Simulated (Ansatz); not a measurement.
AgCl (rock salt, space group No. 225), a = 5.3541 Å, b = 5.3541 Å, c = 5.3541 Å, α = 90.00°, β = 90.00°, γ = 90.00°; the cell used has 2 atoms.

Relaxed with LDA.

### Question
Give the optical modes at the zone centre with their infrared and Raman activity from DFPT, LDA in the plane-wave PAW code Ansatz.

### Answer
Transverse frequencies, without the LO–TO term; a row sums one degenerate level.

| ω (cm⁻¹) | degeneracy | IR ((D/Å)²/amu) | Raman (Å⁴/amu) | activity | symmetry |
|---|---|---|---|---|---|
| 130 | 3 | 5.19 | 0 | IR | T1u |

### Question
How high does the top mode go among those that the LO–TO term moves?

### Answer
182 cm⁻¹ for q along x.

Space group Fm-3m (rock salt). Symmetry was held in the LDA relaxation; phonons on a q-mesh show no instability. The run is not spin-polarised.

Potentials: the later of the program's two PAW sets.
